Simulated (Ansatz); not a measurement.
CuAu:
```xyz
2
Lattice="2.8348 0.0000 0.0000 0.0000 2.8348 0.0000 0.0000 0.0000 3.5365" Properties=species:S:1:pos:R:3 pbc="T T T"
Cu     1.4174     1.4174     1.7682
Au     0.0000     0.0000     0.0000
```

Relaxed with PBEsol. Special points in fractions of this cell's reciprocal vectors: Γ (0.000, 0.000, 0.000); X (0.000, 0.500, 0.000); M (0.500, 0.500, 0.000); Z (0.000, 0.000, 0.500); R (0.000, 0.500, 0.500); A (0.500, 0.500, 0.500).

Question: List the band energies nearest the Fermi level at these points for PBEsol (plane waves, PAW; program Ansatz).

Answer: In eV from the Fermi level; about four levels below and three above (degenerate sets whole), none deeper than 8.9 eV; points with the same levels are listed once.

```tsv
k	below	above
Γ	-2.10 -1.69 -1.47 -1.47	2.75 9.14 9.43 9.43
X	-2.51 -2.29 -1.01 -0.36	10.09 10.17 11.92
M	-1.75 -1.72 -1.31 -1.31	0.25 0.25 4.82
Z	-2.45 -2.45 -2.29 -2.08	14.04 14.42 14.42
R	-1.54 -1.47 -1.19 -1.18	2.73 4.65 15.55
A	-3.08 -2.16 -1.77 -1.72	5.15 5.53 5.53
```

Space group P4/mmm (L1₀ or tetragonal B2). The cell was relaxed with PBEsol under the symmetry of its start; of distortions, only those at the zone centre were tested. No spin polarisation was allowed. Spin–orbit coupling is left out wherever it is not named.

Potentials: the earlier of the program's two PAW sets.
